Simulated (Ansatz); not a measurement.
Here is the system:

Hf2O3 in space group P-4m2 (No. 115; Hf on 2g, O on 1a, O on 1b, O on 1d), a = 3.5307 Å, b = 3.5307 Å, c = 4.9962 Å, α = 90.00°, β = 90.00°, γ = 90.00°.

This is the PBEsol-relaxed structure.

Task: All from PBEsol in the plane-wave PAW code Ansatz, unless another level is named. Estimate the electronic character.

Result: metallic (no gap).

Task: And the density of states at the Fermi level?

Result: 0.07 states/eV per atom (mean over ±0.08 eV).

Task: And the formation energy from the elements (no fitted shifts)?

Result: -2.91 eV/atom.

The start of the workflow was typed in or built on a structure type; neither database checked (COD, Materials Project) lists it. Whether it is the stable phase at ambient conditions was not checked. Symmetry was held in the PBEsol relaxation; whether a distortion lowers the energy is not shown. The run is not spin-polarised. The references are the lowest solids computed at this level, not always the standard phases (solids in place of the gases). Scalar-relativistic: spin–orbit coupling is off unless named, which matters more the heavier the elements.

Potentials: the later of the program's two PAW sets.
